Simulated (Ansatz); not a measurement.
TePd:
```yaml
crystal:
  lattice:
    - [1.94043, -5.36756, 0.00000]
    - [1.94043, 5.36756, 0.00000]
    - [0.00000, 0.00000, 4.00067]
  atoms:
    - { symbol: Te, position: [0.64157, 0.35843, 0.25000] }
    - { symbol: Pd, position: [0.89589, 0.10411, 0.25000] }
    - { symbol: Te, position: [0.35843, 0.64157, 0.75000] }
    - { symbol: Pd, position: [0.10411, 0.89589, 0.75000] }
```

Relaxed with r²SCAN. Special points in fractions of this cell's reciprocal vectors: Γ (0.000, 0.000, 0.000); Y (-0.500, 0.500, 0.000); C0 (-0.283, 0.717, 0.000); Σ0 (0.283, 0.283, 0.000); Z (0.000, 0.000, 0.500); A0 (0.283, 0.283, 0.500); E0 (-0.283, 0.717, 0.500); T (-0.500, 0.500, 0.500); S (0.000, 0.500, 0.000); R (0.000, 0.500, 0.500).

**Question.** List the band energies nearest the Fermi level at these points for DFT-r²SCAN in the program Ansatz with PAW potentials.

**Answer.** In eV from the Fermi level; about four levels below and three above (degenerate sets whole), none deeper than 8.9 eV; points with the same levels are listed once.

```csv
k,below,above
Γ,-0.88 -0.61 -0.24 -0.04,3.08 3.24 6.07
Y,-1.48 -0.88 -0.35 -0.10,0.16 3.54 5.50
C0,-2.40 -2.40 -2.25 -2.23 -0.11,1.74 1.78 1.88
Z,-2.54 -2.54 -0.26 -0.26,2.04 2.04 4.98 4.98
A0,-1.67 -1.67 -0.18 -0.18,3.23 3.23 7.47 7.47
T,-2.81 -2.81 -1.90 -1.90,1.64 1.64 1.90 1.90
S,-2.34 -2.20 -2.06 -0.26,0.72 1.73 1.85
R,-1.91 -1.91 -0.63 -0.63,3.22 3.22 6.36 6.36
```

Space group Cmcm. The start of the workflow was typed in or built on a structure type; neither database checked (COD, Materials Project) lists it. COD files the formula under space group No. 194, so this cell is another polymorph or a model. Whether it is the stable phase at ambient conditions was not checked. The r²SCAN relaxation kept the symmetry of its start; its stability against distortions is not shown here. No spin polarisation was allowed. Spin–orbit coupling is left out wherever it is not named.

Potentials: the earlier of the program's two PAW sets.
